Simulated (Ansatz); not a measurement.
Given:

Relaxed Mg (hcp, Mg type):

```
CELL_PARAMETERS angstrom
      3.18642     0.00000     0.00000
     -1.59321     2.75952     0.00000
      0.00000     0.00000     5.22378
ATOMIC_POSITIONS crystal
  Mg 0.33333 0.66667 0.75000
  Mg 0.66667 0.33333 0.25000
```

The atoms are displaced by Q × the pattern below (from a DFPT mode at Γ, largest move 1; Q in Å), at fixed cell.

```
atom      x      y       z
----  -----  -----  ------
Mg1   0.000  0.000  -1.000
Mg2   0.000  0.000   1.000
```

These are PBE (plane waves to 420 eV, PAW, scalar-relativistic; Ansatz, a quantum-chemistry and plane-wave program) values and carry that method's errors. k mesh 17×17×9 (Γ-centred), Fermi-Dirac smearing 0.05 eV. Energies are smeared free energies. With partly filled bands, energies and forces of such displacements shift with the k mesh and the smearing. Mg was relaxed with its symmetry unable to fall. The zero of ΔE is the undisplaced structure.

The scan covers Q from -0.100 to 0.100 Å in 13 points.

Is the energy the same for equal positive and negative displacements?

Even: the same for both signs.

Which space group does the distorted structure have?

P-3m1 (No. 164), lowered from P6_3/mmc.

What is the energy change at Q = 0.100 Å?

53.4 meV/cell.

What harmonic wavenumber does the curvature at Q = 0 give?

242 cm⁻¹.

(For displaced atoms, the force is minus the slope of the energy, and its curvature is a force constant, which sets phonon frequencies.)
